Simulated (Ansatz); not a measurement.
input.yaml

```yaml
crystal:
  lattice:
    - [3.952951199, 0.0, 0.0]
    - [0.0, 4.0387404748, 0.0]
    - [0.0, 0.0, 24.9294267986]
  atoms:
    - { symbol: Ti, position: [0.5, 0.0, 0.3409625126] }
    - { symbol: Al, position: [0.0, 0.5, 0.3409625126] }
    - { symbol: Ti, position: [0.0, 0.0, 0.4202453463] }
    - { symbol: Al, position: [0.5, 0.5, 0.4202453463] }
    - { symbol: Ti, position: [0.5, 0.0, 0.4989077277] }
    - { symbol: Al, position: [0.0, 0.5, 0.5005150143] }
    - { symbol: Ti, position: [0.0, 0.0, 0.5755352546] }
    - { symbol: Al, position: [0.5, 0.5, 0.5780257623] }
    - { symbol: S, position: [0.6666666667, 0.5, 0.6654726185] }
basis:
  ecutwfc: 420
kpoints:
  mp_grid: { grid: [7, 7, 1] }
hamiltonian:
  xc: pbesol
scf:
  occupations: { method: gaussian, width: 0.1 }
output:
  forces: true
  eigenvalues: true
  write_density: true
  write_potential: true
  elf: true
  volumetric_format: npy
relax:
  adjacent_minimum: "off"
  f_tol: 0.02
  max_steps: 25
  constraints: [{ sites: [0, 1, 2, 3, 4, 5, 6, 7] }, { site: 8, fix: xy }]
efield:
  axis: 3
  dipole_correction: true
  ramp_width: 0.04
```

Run as
```bash
ansatz run input.yaml --threads 1 --pin off --max-ram 2560MiB --backend cpu --events-out ev --progress --plain --runs-dir out
```

The calculation used DFT PBEsol, scalar-relativistic, plane waves, PAW in Ansatz 0.2.0.

From the run's log, abridged (final results; tables in files aren't shown):

```
WARN: The output density's exchange-correlation potential varies sharply where the density is thin. Do not read a vacuum level from v_tot or v_xc, or from such a field of the output density. On a cell that repeats whose density bears no net charge and no dipole along the vacuum's axis use v_es (v_loc + v_h of the components); under efield.dipole_correction with no amplitude use v_es + v_field, which holds any external_charges[].barrier, or the levels of the report's work_function block, which leave it out; under a non-zero efield.amplitude the vacuum is tilted and has no level; on a cell that repeats and bears such a dipole with no correction it is tilted too, and efield.dipole_correction wi ...
SCF converged after 4 iterations
Free energy (F): -12879.478729 eV
Harris-Foulkes:  -12879.478729 eV  (|F-HF|=2.27e-9)
Internal energy: -12879.434264 eV  (E = F + TS)
E sigma→0 (E₀):  -12879.456496 eV
Entropy (-TS):   -0.044465 eV (-4.941 meV/atom)
Fermi energy:    0.661154 eV
Dipole field:    D = -0.081427 V/Å  (p = -0.179097 e·Å, saw-weighted, corrected)
Work function:   Φ+ = 6.0860 eV   Φ− = 4.0561 eV
Levels:          The Fermi level and band energies are counted from a zero that moves with the ramp; work functions are not
--- Per-component energies (eV) ---
  E_band       = -1300.880862
  E_kinetic    = 1285.313406
  E_local      = -47183.728087  (includes V_loc(G=0)·N_el)
  E_nonlocal   = 113.145166
  E_hartree    = 22939.229600
  E_xc         = -637.641640
  E_vxc        = -685.978021  (∫ρ·V_xc dr)
  E_paw        = -6495.675064  (= ΣΔE_a)
  E_vpaw       = -704.639312  (= ΣTr[D̂ρ^β])
  E_aug_tail   = 0.000458  (compensation charges beyond the density's cutoff)
  E_efield     = 0.007292  (sawtooth field / dipole correction)
  E_vefield    = -3.480286  (∫n·V_field dr)
  E_ewald      = 17099.218563
  E_core_change = 0.696043  (= ΣΔE_core)
  E_smearing   = -0.044465  (= −TS)
--- Forces (eV/Å), atoms counted from 1 ---
  atom   1  Ti    -0.00459419     0.00000000     0.42325810
  atom   2  Al     0.01416440     0.00000000     0.05997412
  atom   3  Ti    -0.05103494     0.00000000    -0.13817756
  atom   4  Al    -0.00656551     0.00000000    -0.40052901
  atom   5  Ti     0.26538585     0.00000000    -0.09030944
  atom   6  Al    -0.07511020     0.00000000    -0.09689478
  atom   7  Ti    -0.92334047     0.00000000     1.71984990
  atom   8  Al    -0.33135559     0.00000000    -1.47940551
  atom   9  S      1.11245722     0.00000000     0.00229789
--- Band table (eV; the first three rows and the last of 16) ---
  k-point 0: bands = ["-56.1734", "-55.9953", "-55.5493", "-55.4418", "-32.6055", "-32.5653", "-32.5134", "-32.4856", "-32.3191", "-32.3189", "-32.0477", "-31.9791", "-31.9545", "-31.9285", "-31.7142", "-31.6666", "-11.4036", "-7.9418", "-6.4956", "-4.5522", "-3.0168", "-1.4150", "-0.9759", "-0.8131", "-0.7315", "-0.5089", "-0.1832", "-0.0781", "-0.0602", "-0.0198", "0.1422", "0.2526", "0.2665", "0.4115", "0.5765", "0.9779", "1.1011", "1.8210", "1.8951", "2.1111", "2.1667", "2.4793"]
  k-point 1: bands = ["-56.1733", "-55.9952", "-55.5492", "-55.4417", "-32.6052", "-32.5679", "-32.5132", "-32.4854", "-32.3216", "-32.3189", "-32.0509", "-31.9817", "-31.9542", "-31.9282", "-31.7140", "-31.6663", "-11.3667", "-7.7634", "-6.3456", "-4.4334", "-2.9078", "-1.7513", "-1.5003", "-1.2777", "-0.9256", "-0.6366", "-0.4163", "-0.2400", "-0.0922", "-0.0142", "0.1510", "0.3375", "0.4402", "0.5298", "0.9857", "1.1644", "1.2922", "1.7438", "1.8958", "2.1269", "2.2947", "2.5327"]
  k-point 2: bands = ["-56.1730", "-55.9950", "-55.5489", "-55.4415", "-32.6047", "-32.5739", "-32.5127", "-32.4849", "-32.3274", "-32.3184", "-32.0581", "-31.9873", "-31.9538", "-31.9275", "-31.7137", "-31.6658", "-11.2815", "-7.2697", "-5.9408", "-4.1241", "-2.9958", "-2.6216", "-2.2256", "-1.7148", "-1.4206", "-1.0260", "-0.5975", "-0.4480", "-0.2898", "-0.0641", "0.0726", "0.7577", "0.8605", "0.9367", "1.0388", "1.3422", "1.5256", "1.9217", "1.9828", "2.0862", "2.4050", "2.5258"]
  k-point 15: bands = ["-56.1703", "-55.9921", "-55.5386", "-55.4545", "-32.6206", "-32.5744", "-32.5274", "-32.5041", "-32.3451", "-32.3267", "-32.0422", "-32.0156", "-31.9704", "-31.9503", "-31.6777", "-31.6345", "-11.0162", "-5.3728", "-4.5467", "-4.3061", "-3.8053", "-2.4166", "-2.2965", "-1.9767", "-1.9039", "-1.4805", "-1.2848", "-0.9573", "-0.6791", "-0.2641", "0.2171", "0.5046", "0.7007", "0.8848", "1.1605", "1.5123", "1.6387", "1.8129", "2.0543", "2.1592", "2.2502", "2.3289"]
--- Relaxed structure (4 steps of the walk, 4 accepted, 0 SCFs on fresh bases) ---
  F+E_penalty+E_count = -12879.47872903 eV   max|allowed force component| = 2.298e-3 eV/Å
  atoms:
    - { symbol: Ti, position: [0.49999999, 0.0, 0.3409625126] }
    - { symbol: Al, position: [0.0, 0.49999999, 0.3409625126] }
    - { symbol: Ti, position: [0.0, 0.0, 0.4202453463] }
    - { symbol: Al, position: [0.49999999, 0.49999999, 0.4202453463] }
    - { symbol: Ti, position: [0.49999999, 0.0, 0.4989077277] }
    - { symbol: Al, position: [0.0, 0.49999999, 0.50051501] }
    - { symbol: Ti, position: [0.0, 0.0, 0.5755352546] }
    - { symbol: Al, position: [0.49999999, 0.49999999, 0.5780257623] }
    - { symbol: S, position: [0.6666666667, 0.49999999, 0.65727270] }
```

The relaxation met its thresholds.

Time: 96 s on 1 thread of AMD EPYC 7R43 64-Core Processor (Zen 3), on a shared host, peak memory 0.65 GiB.